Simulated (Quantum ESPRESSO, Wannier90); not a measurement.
## Wannierisation of PbS (R3m)

Structure: Materials Project mp-1057015, symmetrised, not relaxed again. Not found in the COD (Crystallography Open Database) copy used, which has the formula in other groups; not checked further. Method: LDA plane waves in Quantum ESPRESSO 7.5 (PseudoDojo norm-conserving files, 45 Ry, no spin polarisation, no spin-orbit coupling), Bloch states on a 10×10×10 mesh through Γ, Wannier90 4.0.1. Density: 10×10×10 mesh, cold smearing 0.01 Ry. Spin-orbit coupling is left out although heavy elements are present.

Input w.win:

```
num_bands = 15
num_wann = 8
exclude_bands = 1-5
num_iter = 0
conv_tol = 1.0e-6
conv_window = 4
dis_num_iter = 1000
dis_conv_tol = 1.0e-6
dis_froz_max = 9.82
write_hr = true
write_u_matrices = true
begin projections
Pb: s;p
S: s;p
end projections
begin unit_cell_cart
ang
    2.1126601171    1.2197448873    3.4519170000
   -2.1126601171    1.2197448873    3.4519170000
    0.0000000000   -2.4394897746    3.4519170000
end unit_cell_cart
begin atoms_frac
Pb   0.0194300000  0.0194300000  0.0194300000
S   -0.4750370000 -0.4750370000 -0.4750370000
end atoms_frac
mp_grid = 10 10 10
begin kpoints
0.0000000000 0.0000000000 0.0000000000
0.0000000000 0.0000000000 0.1000000000
0.0000000000 0.0000000000 0.2000000000
... (997 more lines: the 10x10x10 mesh through Gamma)
end kpoints
```

On the energy scale of pw.x, whose zero is arbitrary, the valence-band maximum lies at 7.98 eV. Lines of w_hr.dat (R1 R2 R3 m n Re Im, eV) for R = 0 and one of the shortest lattice vectors, rounded to 0.01 eV, lines under 0.02 eV left out; orbitals in order: Pb1 s, Pb1 pz, Pb1 px, Pb1 py, S2 s, S2 pz, S2 px, S2 py.

```
    0    0    0    1    1     0.97     0.00
    0    0    0    2    1    -0.03     0.00
    0    0    0    1    2    -0.03     0.00
    0    0    0    2    2    10.03     0.00
    0    0    0    3    3    10.03     0.00
    0    0    0    4    4    10.03     0.00
    0    0    0    5    5    -3.41     0.00
    0    0    0    6    6     6.56     0.00
    0    0    0    7    7     6.56     0.00
    0    0    0    8    8     6.56     0.00
   -1    0    1    3    1     0.03     0.00
   -1    0    1    4    1     0.06     0.00
   -1    0    1    2    2    -0.07     0.00
   -1    0    1    7    2    -0.03     0.00
   -1    0    1    1    3    -0.04     0.00
   -1    0    1    3    3     0.05     0.00
   -1    0    1    4    3     0.19     0.00
   -1    0    1    1    4    -0.06     0.00
   -1    0    1    3    4     0.21     0.00
   -1    0    1    4    4     0.28     0.00
   -1    0    1    6    6    -0.05     0.00
   -1    0    1    7    6     0.03     0.00
   -1    0    1    6    7     0.03     0.00
   -1    0    1    8    7     0.02     0.00
   -1    0    1    2    8     0.03     0.00
   -1    0    1    7    8     0.02     0.00
```
